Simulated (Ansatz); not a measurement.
CuI (zinc blende, F-43m), plane-wave PAW PBE (Ansatz code): ε∞ = 6.37, cell volume 56.16 Å³. Infrared-active transverse modes:

```json
[
 {"ω_TO (cm⁻¹)": "122.4", "oscillator strength S_xx (e²/amu)": "0.02924"}
]
```

Question: Compute the static dielectric constant.

Answer: Each mode adds (4.921e7/V) S/ω²: 1.71. So ε0 = 8.08.

Question: What LO frequency does the Lyddane–Sachs–Teller relation give?

Answer: ω_LO = ω_TO √(ε0/ε∞) = 138 cm⁻¹.

The PBE relaxation kept the symmetry of its start; phonons on a q-mesh show no instability. No spin polarisation was allowed. Scalar-relativistic: spin–orbit coupling is off unless named, which matters more the heavier the elements.

Potentials: the later of the program's two PAW sets.
